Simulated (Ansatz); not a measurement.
TiN (rock salt)

```yaml
crystal:
  lattice:
    - [0.00000, 2.12337, 2.12337]
    - [2.12337, 0.00000, 2.12337]
    - [2.12337, 2.12337, 0.00000]
  atoms:
    - { symbol: N, position: [0.00000, 0.00000, 0.00000] }
    - { symbol: Ti, position: [0.50000, 0.50000, 0.50000] }
```

In this cell atom 1 (N, nearest neighbour Ti at 2.123 Å; its periodic images, 3.0 Å or more away, move with it) is moved by s along Cartesian [110], unit vector (0.707, 0.707, 0.000); all other atoms and the cell stay fixed.

Calculation: PBE (plane waves to 420 eV, PAW, scalar-relativistic; Ansatz, a program for electronic structure). k mesh 15×15×15 (Γ-centred), Fermi-Dirac smearing 0.05 eV. E stands for the smeared free energy. Compression counts positive. With partly filled bands, energies and forces of such displacements shift with the k mesh and the smearing. F∥ is the force on the atom along that direction. The PAW data are Ansatz's earlier set. TiN is run without spin polarisation. TiN was relaxed with its symmetry unable to fall. ΔE is measured from the undisplaced structure.

```
s (Å)   ΔE (eV/cell)  F∥ (eV/Å)  P (GPa)
------  ------------  ---------  -------
-0.420         0.891      4.117     25.7
-0.336         0.575      3.447     16.9
-0.252           ___      2.584      9.7
-0.168         0.143      1.702      ___
-0.084         0.036      0.855      1.1
0.000          0.000      0.000      0.0
0.084          0.036     -0.855      1.1
0.168          0.143     -1.702      ___
0.252            ___     -2.584      9.7
0.336          0.575     -3.447     16.9
0.420          0.891     -4.117     25.7
```

Task: Complete the blanks.

Result: 
- -0.252, ΔE (eV/cell): 0.323
- -0.168, P (GPa): 4.4
- 0.168, P (GPa): 4.4
- 0.252, ΔE (eV/cell): 0.323

(A displaced cell: forces are minus the slopes of the energy, force constants its curvatures, and phonons follow from these.)
